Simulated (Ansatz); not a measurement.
## Mg: how the free axis answers a strain

Mg, P6_3/mmc, a = 3.194 Å, c = 5.104 Å. Ansatz: r2SCAN, PAW, 500 eV, Γ-centred 15×15×8 mesh on 2 atoms, Gaussian smearing 0.10 eV; no spin polarisation. Series: biaxial strain in the a-b plane, c and atoms relaxed; x is the strain in per cent. y is the change of c in per cent of 5.104 Å.

```
x (%) y (%)
 -4.5      ?
 -3.0   1.71
 -1.5   0.86
  0.0   0.00
  1.5  -0.43
  3.0  -0.89
  4.5  -1.51
```

Question: Fit y = c1 x + c2 x² to the other rows, say what c1 measures, and predict the missing y.

Answer: Least squares on the rows shown. y = −0.4581 x + 0.03352 x². With no stress along c, c1 = −2C13/C33 = -0.458. With a term in x³ added, the coefficient of x becomes -0.3760, 18 % less, which shows how far this figure hangs on the form. At x = -4.5 the fit asked for gives 2.74 %. The run gave 2.52 %, so the fit is 0.22 % too high, within twice the rms miss on the fitted rows (0.14 %).